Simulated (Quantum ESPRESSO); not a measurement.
Parts of the isotropic shielding in Cl₂, by PBE GIPAW (a modified build of Quantum ESPRESSO, JTH PAW datasets), 25 Ha, k-mesh 7×7×3 shifted:

```
Cl
1.0
    3.23156    -2.03690     0.00000
    3.23156     2.03690     0.00000
    0.00000     0.00000     8.57045
Cl
4
Direct
  0.89017   0.10983   0.60573
  0.10983   0.89017   0.39427
  0.60983   0.39017   0.10573
  0.39017   0.60983   0.89427
```
The cell was made here from a computed Materials Project entry: strained by +2 % along the third axis of the standard frame and by -1 % across it, atoms relaxed (PBE without dispersion, pw.x of Quantum ESPRESSO, symmetry kept). The parent is Cl2 in Cmce; whether this form has been observed was not checked. Stability against distortions was not tested.

The core term is that of the free atom's frozen core; the paramagnetic column sums the reconstruction terms. These are absolute shieldings with no macroscopic susceptibility term; δ = σ_ref − σ needs a reference computed alike. By our sweeps, such settings leave a few ppm in absolute σ. No d partial waves on Cl: the paramagnetic term there is incompletely reconstructed. Static lattice: thermal averaging is not included.

```csv
site,core,bare (smooth current),diamagnetic correction,paramagnetic corrections,σ_iso (ppm)
"Cl (atoms 1, 2, 3, 4)",1050.8,35.0,-12.9,[?],[?]
```

Q: Some entries are withheld; supply them.

A: 
- Cl (atoms 1, 2, 3, 4), paramagnetic corrections: -645.7
- Cl (atoms 1, 2, 3, 4), σ_iso (ppm): 427.2
